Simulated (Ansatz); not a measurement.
Li:
```xyz
1
Lattice="0.0000 2.1876 2.1876 2.1876 0.0000 2.1876 2.1876 2.1876 0.0000" Properties=species:S:1:pos:R:3 pbc="T T T"
Li     0.0000     0.0000     0.0000
```

Relaxed with r²SCAN.

Q: Map the valence electron density (e/Å³), cut off at 0.3 on the plane through (0.000, 0.000, 0.000) spanned by u = [1, 1, 0] and v = [1, -1, 0] in lattice vectors, from r²SCAN (plane waves, PAW; program Ansatz).

A: x is the fraction of u, y of v (the angle between them is 90°; rows are the nearest grid lines); atoms in the plane: Li at (0.00, 0.00), Li at (0.50, 0.50).
```
|9999000000000000000000009999|
|9996000000000000000000006999|
|9991000000000000000000001999|
|9710000000000000000000000179|
|0000000000000000000000000000|
|0000000000004994000000000000|
|0000000000059999500000000000|
|0000000000199999910000000000|
|0000000000199999910000000000|
|0000000000199999910000000000|
|0000000000059999500000000000|
|0000000000004994000000000000|
|0000000000000000000000000000|
|9710000000000000000000000179|
|9991000000000000000000001999|
|9996000000000000000000006999|
|9999000000000000000000009999|
```
Scale: ten equal steps from 0.050 (start of '0') to 0.300 (end of '9'), in the order '0123456789'; x runs from 0.000 to 1.00, y from 0.000 (bottom) to 1.00 (top).

The density is the valence pseudo-density with augmentation charge, so density and ELF within about 1 Å of a nucleus are not all-electron values.

Space group Fm-3m (fcc (Cu type)). The workflow started from a Materials Project entry (that database holds measured and hypothetical structures alike); the Crystallography Open Database files this formula in space group No. 225, but the cells were not matched. It is not the phase usual at ambient conditions (space group No. 229). Symmetry was held in the r²SCAN relaxation; whether a distortion lowers the energy is not shown.

Potentials: the earlier of the program's two PAW sets.
